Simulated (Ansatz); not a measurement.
CrSSe as a Janus 1T monolayer was relaxed with 5 functionals in Ansatz, cell and atoms free, the symmetry of the start kept (meshes: PBE 12×12×1, r2SCAN 12×12×1, PBEsol 12×12×1, LDA 12×12×1, HSE06 6×6×1). No spin polarisation. The prototype was imposed, so other structures may be more stable.

The PBE result:
```
Cr S Se
1.0
     3.14058    0.00000    0.00000
    -1.57029    2.71982    0.00000
     0.00000    0.00000   29.80980
Cr S Se
1 1 1
Direct
  0.00000 0.00000 0.30474
  0.33333 0.66667 0.35172
  0.66667 0.33333 0.24928
```
The sheet repeats along a and b alone.

The sheet's in-plane cell has a = 3.141 Å, b = 3.141 Å (γ = 120.0°), and its outermost atoms lie 3.05 Å apart along the normal. Around Cr lie 3 S at 2.29 Å and 3 Se at 2.45 Å; around S lie 3 Cr at 2.29 Å; around Se lie 3 Cr at 2.45 Å.

(1) How does the cell change with LDA?

(2) How does the cell change with HSE06?

(3) Held at the r2SCAN cell, what mean stress do LDA and PBE find, and does its sign point to their own minimum?

Answers

(1) a = 3.038 Å; the area differs by -6.4 % from PBE's. Cr has 3 S at 2.25 Å and 3 Se at 2.41 Å; S has 3 Cr at 2.25 Å; Se has 3 Cr at 2.41 Å.

(2) a = 3.072 Å; the area differs by -4.3 % from PBE's. Cr has 3 S at 2.26 Å and 3 Se at 2.42 Å; S has 3 Cr at 2.26 Å; Se has 3 Cr at 2.42 Å.

(3) Not in every case. LDA -4.43 N/m, and its relaxed area is -7.2 % from r2SCAN's; PBE +0.43 N/m, and its relaxed area is -0.9 % from r2SCAN's. Compression counts positive, so a positive stress asks for a larger cell. For PBE the signs differ: the stress is read with the atoms held, and they move too when that functional relaxes the cell.
